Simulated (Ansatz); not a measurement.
**Ansatz run, Ba₂BiSb₂**

The input, for Ansatz 0.2.0 (plane waves, PAW):

```yaml
crystal:
  lattice:
    - [-2.395371, 3.834409, 4.937777]
    - [4.790741, 0.0, 0.0]
    - [2.395371, 3.834409, -4.937777]
  atoms:
    - { symbol: Bi, position: [0.0, 0.0, 0.0] }
    - { symbol: Ba, position: [0.72021, 0.22021, 0.27979] }
    - { symbol: Ba, position: [0.27979, 0.77979, 0.72021] }
    - { symbol: Sb, position: [0.7016, 0.5, 0.7016] }
    - { symbol: Sb, position: [0.2984, 0.5, 0.2984] }
  symmetry: { tolerance: 0.0003 }
kpoints:
  mp_grid: { grid: [8, 8, 8], shift: [0, 0, 0] }
  band_path:
    path:
      - [0.0, 0.0, 0.0]
      - [0.5, 0.0, -0.5]
      - [0.3088332, 0.3823336, -0.3088332]
      - [-0.3088332, 0.6176664, 0.3088332]
      - [0.0, 0.0, 0.0]
      - [0.40075577, 0.0, 0.40075577]
      - [0.59924423, 0.0, -0.40075577]
      - [0.5, 0.0, -0.5]
      - [0.0, 0.0, 0.0]
      - [0.0, 0.5, 0.0]
      - [0.25, 0.5, 0.25]
    npoints: 6
magnetization:
  spin_polarized: false
scf:
  occupations: { method: fermi_dirac }
  lower_state_search: "off"
  max_iter: 200
hamiltonian:
  pseudopotentials: { kind: paw }
  xc: r2scan
basis:
  ecutwfc: 500
  fft_grid_basis: typed
output:
  forces: true
  stress: true
  eigenvalues: true
  bader: true
  populations: true
  elf: true
  write_potential: true
  volumetric_format: npy
  dos:
    e_range: [-12, 8]
    de: 0.05
    projected: { site_lists: { Ba: [Ba], Bi: [Bi], Sb: [Sb] } }
checkpoint:
  read: saved_state
```

The saved state is an earlier solution for the same cell, perhaps on another mesh. 

Excerpt of what it printed:

```
SCF iter   1: F=-37343.2817 eV  Δρ=8.03e-4  dr2=2.04e-3  dr2_τ=2.22e-4
SCF iter   2: F=-37343.2822 eV  Δρ=5.00e-4  dr2=8.95e-4  dr2_τ=2.79e-5
SCF iter   3: F=-37343.2825 eV  Δρ=9.05e-5  dr2=3.60e-5  dr2_τ=1.35e-6
SCF iter   4: F=-37343.2825 eV  Δρ=4.13e-5  dr2=7.53e-6  dr2_τ=8.96e-8
SCF iter   5: F=-37343.2825 eV  Δρ=1.15e-5  dr2=4.52e-7  dr2_τ=1.61e-8
SCF iter   6: F=-37343.2825 eV  Δρ=3.69e-6  dr2=4.02e-8  dr2_τ=7.38e-10
Free energy (F): -37343.2825 eV
Harris-Foulkes:  -37343.2825 eV  (|F-HF|=1.62e-8)
Internal energy: -37343.2206 eV  (E = F + TS)
E sigma→0 (E₀):  -37343.2515 eV
Entropy (-TS):   -0.0620 eV (-12.397 meV/atom)
Fermi energy:    9.2618 eV
--- Per-component energies (eV) ---
  E_band       = -577.8129
  E_kinetic    = 1054.0447
  E_local      = -5790.2974  (includes V_loc(G=0)·N_el)
  E_nonlocal   = 1398.8274
  E_hartree    = 2381.1311
  E_xc         = -710.9709
  E_vxc        = -658.4188  (∫ρ·V_xc dr)
  E_paw        = -30397.4808  (= ΣΔE_a)
  E_vpaw       = -1383.1451  (= ΣTr[D̂ρ^β])
  E_aug_tail   = -0.0003  (compensation charges beyond the density's cutoff)
  E_vtau       = 38.9141  (kinetic-family band-sum trace: ∫τ·v_τ [+ j·A + Jᵃ·Aᵃ] dr)
  E_ewald      = -5280.5028
  E_core_change = 2.0285  (= ΣΔE_core)
  E_smearing   = -0.0620  (= −TS)
--- Forces (eV/Å), atoms counted from 1 ---
  atom   1  Bi     0.0000     0.0000     0.0000
  atom   2  Ba     0.0000     0.0000    -0.0083
  atom   3  Ba     0.0000     0.0000     0.0083
  atom   4  Sb     0.0000     0.0270     0.0000
  atom   5  Sb     0.0000    -0.0270     0.0000
--- Stress (GPa, compression-positive) ---
        0.8679       0.0000       0.0000
        0.0000       0.4535       0.0000
        0.0000       0.0000       2.0626
  P = ⅓ Tr σ = 1.1280 GPa (11.280 kbar)
--- Löwdin populations: 5 sites ---
  site symbol       q [e]
     0     Bi     15.5785
     1     Ba      8.3800
     2     Ba      8.3800
     3     Sb     15.9549
     4     Sb     15.9549
  spilling = 0.0116 (of n_electrons = 65.0000)
--- Bader charges: 5 sites ---
  site symbol  charge [e]  shift [e]
     0     Bi     -0.4387     0.0000
     1     Ba      1.2650     0.0000
     2     Ba      1.2650     0.0000
     3     Sb     -1.0457     0.0000
     4     Sb     -1.0456     0.0000
```

Origin: a database entry at a rescaled volume.
